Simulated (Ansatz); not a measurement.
ZrSe2 (fluorite, Fm-3m) under volume change, plane-wave PAW PBE (Ansatz code), scaled uniformly.

```json
[
 {"V (Å³/atom)": "21.781", "E − E(relaxed) (meV/atom)": "58.9", "P (GPa)": "9.49"},
 {"V (Å³/atom)": "22.499", "E − E(relaxed) (meV/atom)": "24.8", "P (GPa)": "5.82"},
 {"V (Å³/atom)": "23.217", "E − E(relaxed) (meV/atom)": "5.9", "P (GPa)": "2.69"},
 {"V (Å³/atom)": "23.935", "E − E(relaxed) (meV/atom)": "0.0", "P (GPa)": "0.00"},
 {"V (Å³/atom)": "24.653", "E − E(relaxed) (meV/atom)": "5.3", "P (GPa)": "-2.33"},
 {"V (Å³/atom)": "25.371", "E − E(relaxed) (meV/atom)": "20.4", "P (GPa)": "-4.34"},
 {"V (Å³/atom)": "26.089", "E − E(relaxed) (meV/atom)": "43.8", "P (GPa)": "-6.06"}
]
```

**Question.** What does a third-order Birch–Murnaghan fit give for V₀, B₀ and B′?

**Answer.** V₀ = 23.93 Å³/atom, B₀ = 83.4 GPa, B′ = 4.0.

The cell is a constructed one: a structure type filled with these elements; neither database checked (COD, Materials Project) lists it. COD files the formula under space group No. 164, so this cell is another polymorph or a model. Its standing as an ambient phase is unchecked. Symmetry was held in the PBE relaxation; its stability against distortions is not shown here. The run is not spin-polarised.

Potentials: the later of the program's two PAW sets.
